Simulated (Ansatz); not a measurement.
Input:

In$_{2}$Au$_{3}$:
```
CELL_PARAMETERS angstrom
      4.63317     0.00000     0.00000
     -2.31659     4.01244     0.00000
      0.00000     0.00000     5.70348
ATOMIC_POSITIONS crystal
  In 0.66667 0.33333 0.32192
  In 0.33333 0.66667 0.67808
  Au 0.66667 0.33333 0.80788
  Au 0.33333 0.66667 0.19212
  Au 0.00000 0.00000 0.00000
```

This is the r²SCAN-relaxed structure.

Q: All from DFT-r²SCAN in the program Ansatz with PAW potentials, unless another level is named. Predict the formation energy from the elements (no fitted shifts).

A: -0.22 eV/atom.

Q: Give the density of states at the Fermi level.

A: 0.24 states/eV per atom (mean over ±0.08 eV).

Space group P-3m1 (La2O3 or Ni2Al3 type). The workflow started from a Materials Project entry (that database holds measured and hypothetical structures alike); the Crystallography Open Database copy checked does not list it. Whether it is the stable phase at ambient conditions was not checked. Symmetry was held in the r²SCAN relaxation; its stability against distortions is not shown here. The references are the lowest solids computed at this level, not always the standard phases. Spin–orbit coupling is left out wherever it is not named.

Potentials: the later of the program's two PAW sets.
